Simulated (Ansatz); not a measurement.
Polymorphs of Co$_{2}$Si, each relaxed with plane-wave PAW PBE (Ansatz code):

A: P4/nmm
a = b = 3.4563 Å, c = 5.7486 Å, α = β = γ = 90.00°

```json
[
 {"atom": "Co", "site": "2a", "symmetry": "-4m2", "x": "0.0000", "y": "0.0000", "z": "0.0000"},
 {"atom": "Co", "site": "2c", "symmetry": "4mm", "x": "0.5000", "y": "0.0000", "z": "0.3435"},
 {"atom": "Si", "site": "2c", "symmetry": "4mm", "x": "0.0000", "y": "0.5000", "z": "0.2649"}
]
```

B: Pnma
a = 4.881 Å, b = 3.712 Å, c = 7.040 Å, α = β = γ = 90.00°

```tsv
atom	site	symmetry	x	y	z
Co	4c	.m.	0.1734	0.2500	0.4352
Co	4c	.m.	0.0363	0.2500	0.7825
Si	4c	.m.	0.2026	0.2500	0.1056
```

### Question
Rank these by energy per atom at 0 K (lowest first), as PBE gives it.

### Answer
B (+0 meV/atom), A (+146 meV/atom)

Spin orders computed, not proven ground states: A ferromagnetic; B ferromagnetic. Constructed cells (a structure type filled with these elements, in neither database checked): A. All cells were relaxed under the symmetry of their starts (and spin orders); stability against distortions was not tested throughout.

Energies hold the estimated change up to a 700 eV cutoff; steps of a few meV lie near the error of the meshes.

Potentials: the earlier of the program's two PAW sets.
